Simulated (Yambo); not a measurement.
## Convergence of the G0W0 gap of SnS$_{2}$

G0W0@PBEsol for SnS2 (CdI2 type, space group P-3m1, No. 164) in Yambo. Reference settings: 6×6×2 Γ-centred k mesh, 210 bands and a 7 Ry block in the screening, 210 bands in G with the Bruneval-Gonze terminator, plasmon pole fitted at 27.2 eV. The PBEsol gap (0, 0.167, 0) → L on this mesh is 1.51 eV; G0W0 gaps are taken between the same points.

| change from the reference | G0W0 gap (0, 0.167, 0) → L (eV) | shift of the valence edge (eV) | rough Yambo cost |
|---|---|---|---|
| reference settings | 2.25 | -0.55 | 1 |
| 80 bands in W, 80 bands in G | 2.35 | -0.26 | about 1/3 |
| 136 bands in W, 136 bands in G | 2.28 | -0.45 | within a factor of two |
| 80 bands in G | 2.26 | -0.46 | – |
| pole fitted at 40 eV | 2.24 | -0.58 | – |
| no random integration | 2.23 | -0.49 | – |

The reference isn't shown to be the converged limit. Costs are rough (shared machines), scaled to the same edge states, and given only for runs that recompute the screening.

The standard potential for Sn keeps a d shell in the valence without the s and p states of that shell. In tests on such compounds this moved G0W0 gaps by up to about 0.9 eV, so absolute quasiparticle energies here are unreliable; differences between settings are what counts.

Spin-orbit coupling is included.

Geometry of the Materials Project entry, not relaxed at this level; primitive cell a = b = 3.6743 Å, c = 6.2288 Å, α = β = 90.00°, γ = 120.00°.

A shift is the quasiparticle energy of the state minus its PBEsol energy.

The distance between layers or molecules is the database entry's, not relaxed here. Functionals without dispersion can leave it too large, which widens gaps and weakens the response across layers: the numbers belong to this cell.
